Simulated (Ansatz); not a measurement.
# Eigenvalues along a path: C (fcc type)

```
C
1.0
     0.00000    1.16382    1.16382
     1.16382    0.00000    1.16382
     1.16382    1.16382    0.00000
C
1
Direct
  0.00000 0.00000 0.00000
```

The cell comes from a relaxation on PAW files under the same functional, begun from a prototype that needn't be the stable phase.

Computed with Ansatz 0.2.0; functional PBEsol, scalar-relativistic. Settings: a Γ-centred 24×24×24 k mesh, Fermi–Dirac smearing of 0.08 eV, no spin polarisation. Methods: LAPW: all electrons, basis error target 1 meV/atom.

This run: volume at 0.45 of the series' base cell.

The structure type is held throughout; the real material can change phase at far lower pressure.

Path points, in fractions of the reciprocal vectors: Γ (0.000, 0.000, 0.000), X (0.500, 0.000, 0.500), U (0.625, 0.250, 0.625), K (0.375, 0.375, 0.750), L (0.500, 0.500, 0.500), W (0.500, 0.250, 0.750). The distance column jumps between branches of the path. Levels in eV from the Fermi level; bands 2 to 5, counted from the lowest band of the run. The gap is zero, the pressure 565.3 GPa.

```
# k(1/Å) point b2 b3 b4 b5
0.000 Γ -34.95 16.57 16.57 16.57
0.337 - -34.61 15.59 15.59 16.45
0.675 - -33.59 13.22 13.22 16.00
1.012 - -31.91 10.38 10.38 14.85
1.350 - -29.55 7.67 7.67 12.18
1.687 - -26.57 5.38 5.38 7.44
2.025 - -23.05 1.65 3.68 3.68
2.362 - -19.39 -3.71 2.64 2.64
2.699 X -17.34 -6.37 2.28 2.28
2.819 - -17.29 -6.36 1.92 2.32
2.938 - -17.13 -6.36 0.96 2.45
3.057 - -16.88 -6.41 -0.35 2.66
3.177 - -16.53 -6.60 -1.71 2.96
3.296 - -16.08 -7.15 -2.78 3.33
3.415 - -15.52 -8.23 -3.30 3.78
3.534 - -14.87 -9.73 -3.36 4.31
3.654 U -14.12 -11.42 -3.15 4.91
5.307 K -14.12 -11.42 -3.15 4.91
5.665 - -16.61 -11.30 -1.76 7.10
6.023 - -21.37 -7.63 0.27 9.69
6.380 - -25.48 -3.22 2.80 12.34
6.738 - -28.88 1.80 5.75 14.56
7.096 - -31.53 7.09 9.05 15.94
7.454 - -33.43 11.97 12.45 16.48
7.812 - -34.57 15.34 15.39 16.58
8.170 Γ -34.95 16.57 16.57 16.57
8.462 - -34.69 15.43 16.33 16.33
8.754 - -33.93 12.21 15.69 15.69
9.047 - -32.67 7.54 14.86 14.86
9.339 - -30.91 2.27 14.01 14.01
9.631 - -28.67 -3.05 13.29 13.29
9.923 - -26.01 -8.04 12.75 12.75
10.215 - -23.17 -12.32 12.42 12.42
10.508 L -21.48 -14.51 12.31 12.31
10.746 - -21.28 -14.41 11.72 11.91
10.985 - -20.68 -14.13 10.17 10.64
11.223 - -19.68 -13.68 8.11 8.42
11.462 - -18.30 -13.09 5.41 5.92
11.701 - -16.56 -12.40 2.02 3.86
11.939 - -14.50 -11.72 -1.41 2.13
12.178 - -12.31 -11.19 -4.48 0.96
12.416 W -10.98 -10.98 -6.11 0.54
12.585 - -12.45 -9.34 -6.12 0.60
12.754 - -13.73 -7.54 -6.15 0.77
12.923 - -14.83 -6.20 -5.61 1.04
13.091 - -15.73 -6.25 -3.59 1.37
13.260 - -16.43 -6.30 -1.57 1.71
13.429 - -16.93 -6.34 0.30 2.00
13.597 - -17.24 -6.36 1.73 2.21
13.766 X -17.34 -6.37 2.28 2.28
```
